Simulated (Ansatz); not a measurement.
Theory: DFT PBE, scalar-relativistic, plane waves, PAW in Ansatz. Settings: cutoff 420 eV, Γ-centred meshes spaced at most about 0.3 Å⁻¹, and about 0.25 Å⁻¹ or finer for metals (2π included), Gaussian smearing. No spin polarisation in the final relaxations.

Temperature and zero-point effects are left out. All come from trial cells, and lower structures may exist.

Question: Order these relaxed structures of TiW2C3 by energy, lowest first, with the energy over the lowest of them.
1.

Space group I4/mmm (No. 139). a = 3.087 Å, b = 3.087 Å, c = 13.054 Å, α = 90.00°, β = 90.00°, γ = 90.00°
| atom | site | symmetry | x | y | z |
| --- | --- | --- | --- | --- | --- |
| Ti | 2a | 4/mmm | 0.0000 | 0.0000 | 0.0000 |
| W | 4e | 4mm | 0.5000 | 0.5000 | 0.1580 |
| C | 4e | 4mm | 0.0000 | 0.0000 | 0.1675 |
| C | 2b | 4/mmm | 0.5000 | 0.5000 | 0.0000 |

2.

Space group P-3m1 (No. 164). a = 3.067 Å, b = 3.067 Å, c = 7.622 Å, α = 90.00°, β = 90.00°, γ = 120.00°
```
atom  site  symmetry       x       y       z
  Ti    1b      -3m. 0.0000  0.0000  0.5000
   W    2d       3m. 0.6667  0.3333  0.8292
   C    2d       3m. 0.3333  0.6667  0.6650
   C    1a      -3m. 0.0000  0.0000  0.0000
```

Answer: 1 (0 meV/atom), 2 (16 meV/atom). Forms: 1 Ti and W ordered on rock salt sites, I4/mmm; 2 Ti and W ordered on rock salt sites, P-3m1. Counting C atoms around Ti and W (those within 1.25 times the shortest such distance or 1.15 times the sum of covalent radii): cell 1 has Ti 6, W 6; cell 2 has Ti 6, W 6.

Spin–orbit coupling, which can matter for W, is left out. Cells relaxed within their symmetry can be saddle points. Some candidate types were left out of the draw beforehand, so a known form may be missing.
